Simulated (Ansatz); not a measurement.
The following input was run with Ansatz 0.2.0.

```yaml
crystal:
  lattice:
    - [-2.2850905174, 2.2850905174, 5.1629623462]
    - [2.2850905174, -2.2850905174, 5.1629623462]
    - [2.2850905174, 2.2850905174, -5.1629623462]
  atoms:
    - { symbol: "Y", position: [0.75, 0.25, 0.5] }
    - { symbol: "Y", position: [0.25, 0.75, 0.5] }
    - { symbol: "Y", position: [0.5, 0.5, 0.0] }
    - { symbol: Sn, position: [0.0, 0.0, 0.0] }
basis:
  ecutwfc: 420
kpoints:
  mp_grid: { grid: [14, 14, 14] }
hamiltonian:
  xc: pbesol
scf:
  occupations: { method: gaussian, width: 0.1 }
output:
  forces: true
  stress: true
  eigenvalues: true
  populations: true
```

Command:
```bash
ansatz run input.yaml --threads 1 --pin off --max-ram 1331MiB --backend cpu --events-out ev --progress --plain --runs-dir out
```

Theory: DFT PBEsol, scalar-relativistic, plane waves, PAW in Ansatz 0.2.0.

Part of what the program printed, abridged:

```
Pseudopotentials: kind: paw
Pseudopotential: Y, paw, valence charge 11, recommended cutoff 420 eV (normal)
Pseudopotential: Sn, paw, valence charge 14, recommended cutoff 420 eV (normal)
Functional definition: PBEsol
Crystal: 4 atoms, lattice volume = 107.836 Å³
Basis set: ecut = 420 eV, 2113 PW (Γ), exchange–correlation on 90×90×90 points (8 copies of the dense FFT grid, shifted against one another)
Bands: 29, of which v1, the nominal top of the filled ones, is band 24 counted from 1 (23 counted from 0)
Symmetry: 16 space group operations
Space group: I4/mmm (ITA 139), of the structure as read, at distance tolerance 4.8e-5 Å
k-points: 244 of 2744
Initial density: superposition of atomic densities (neutral atoms: chi_scale 0, normalization atom), corrected by the library's trained network
Initial wavefunctions: pseudopotential atomic-orbital guess
Functional: x = pbesol(κ = 0.804, μ = 0.12345679), c = pbesol(β = 0.046)
SCF iter   1: F=—  HF=-17336.787502 eV  |F-HF|=—  |Δ(HF+E_count)|=         —  Δρ=3.28e-3  dr2=7.18e-3  ethr=1.77e-3  ⟨swp⟩=6.0  Hψ=29544  notcnv=0
SCF iter   2: F=—  HF=-17336.786672 eV  |F-HF|=—  |Δ(HF+E_count)|=   8.30e-4  Δρ=1.70e-3  dr2=1.94e-3  ethr=1.53e-5  ⟨swp⟩=2.0  Hψ=10755  notcnv=0
SCF iter   3: F=—  HF=-17336.786628 eV  |F-HF|=—  |Δ(HF+E_count)|=   4.41e-5  Δρ=3.97e-4  dr2=1.49e-4  ethr=4.13e-6  ⟨swp⟩=2.0  Hψ=9284  notcnv=0
SCF iter   4: F=—  HF=-17336.786636 eV  |F-HF|=—  |Δ(HF+E_count)|=   8.80e-6  Δρ=5.27e-5  dr2=2.29e-6  ethr=3.17e-7  ⟨swp⟩=2.1  Hψ=8580  notcnv=0
SCF iter   5: F=—  HF=-17336.786718 eV  |F-HF|=—  |Δ(HF+E_count)|=   8.12e-5  Δρ=1.48e-5  dr2=2.79e-7  ethr=4.87e-9  ⟨swp⟩=2.6  Hψ=11726  notcnv=0
SCF iter   6: F=-17336.786718 eV  HF=-17336.786718 eV  |F-HF|=9.58e-9  |Δ(HF+E_count)|=   1.55e-8  Δρ=2.86e-6  dr2=1.81e-8  ethr=2.13e-10  ⟨swp⟩=7.1  Hψ=26474  notcnv=0
SCF 1 converged in 6 iterations: F = -17336.786718 eV  dr2 = 1.81e-8
SCF converged after 6 iterations
Free energy (F): -17336.786718 eV
Harris-Foulkes:  -17336.786718 eV  (|F-HF|=9.58e-9)
Internal energy: -17336.764916 eV  (E = F + TS)
E sigma→0 (E₀):  -17336.775817 eV
Entropy (-TS):   -0.021801 eV (-5.450 meV/atom)
Fermi energy:    11.468740 eV
--- Per-component energies (eV) ---
  E_band       = -358.250152
  E_kinetic    = 1109.278880
  E_local      = -2497.228689  (includes V_loc(G=0)·N_el)
  E_nonlocal   = 125.729285
  E_hartree    = 1061.004122
  E_xc         = -896.533945
  E_vxc        = -694.658158  (∫ρ·V_xc dr)
  E_paw        = -12388.385522  (= ΣΔE_a)
  E_vpaw       = -523.378652  (= ΣTr[D̂ρ^β])
  E_aug_tail   = 0.000007  (compensation charges beyond the density's cutoff)
  E_ewald      = -3851.360212
  E_core_change = 0.731158  (= ΣΔE_core)
  E_smearing   = -0.021801  (= −TS)
--- Forces (eV/Å), atoms counted from 1 ---
  atom   1  Y      0.00000000     0.00000000     0.00000000
  atom   2  Y      0.00000000     0.00000000     0.00000000
  atom   3  Y      0.00000000     0.00000000     0.00000000
  atom   4  Sn     0.00000000     0.00000000     0.00000000
--- Stress (GPa, compression-positive) ---
        1.186057       0.000000       0.000000
        0.000000       1.186057       0.000000
        0.000000       0.000000       0.284514
  P = ⅓ Tr σ = 0.8855 GPa (8.855 kbar)
--- Band table (eV; the first three rows and the last of 244) ---
  k-point 0: bands = ["-30.9596", "-30.8280", "-30.7829", "-11.2922", "-11.2716", "-11.2716", "-10.9725", "-10.9725", "-10.8695", "-10.6307", "-10.5791", "-10.5791", "-9.2914", "-9.2846", "-9.2708", "-9.2708", "-9.2578", "3.3030", "8.9590", "9.1917", "10.2705", "10.2705", "10.9798", "11.4913", "11.5688", "12.6872", "12.6872", "12.7728", "14.1704"]
  k-point 1: bands = ["-30.9555", "-30.8282", "-30.7866", "-11.3141", "-11.2478", "-11.2368", "-10.9975", "-10.9790", "-10.8492", "-10.6338", "-10.6201", "-10.5762", "-9.2885", "-9.2820", "-9.2712", "-9.2705", "-9.2574", "3.3760", "9.0208", "9.2382", "9.9474", "10.2111", "11.0888", "11.4498", "11.6987", "12.4844", "12.7117", "13.0464", "14.0563"]
  k-point 2: bands = ["-30.9440", "-30.8289", "-30.7970", "-11.3463", "-11.2091", "-11.1384", "-11.0460", "-10.9959", "-10.8136", "-10.7317", "-10.6436", "-10.5684", "-9.2864", "-9.2721", "-9.2716", "-9.2696", "-9.2565", "3.5790", "8.9229", "9.3572", "9.6665", "10.0849", "11.2863", "11.3943", "12.0278", "12.0396", "12.6990", "13.5710", "13.7835"]
  k-point 243: bands = ["-30.9350", "-30.8531", "-30.7830", "-11.3268", "-11.3268", "-11.0645", "-10.8899", "-10.8899", "-10.8863", "-10.8557", "-10.6005", "-10.6005", "-9.2913", "-9.2836", "-9.2751", "-9.2751", "-9.2675", "3.8594", "7.4050", "9.4348", "10.4544", "10.8934", "10.8934", "11.2385", "11.5028", "11.5028", "11.9391", "13.4963", "14.1715"]
--- Löwdin populations: 4 sites ---
  site symbol q [e]
     0      Y     10.8566
     1      Y     10.8566
     2      Y     10.8076
     3     Sn     14.3482
  spilling = 0.002787 (of n_electrons = 47.000000)
```

Self-consistency was reached.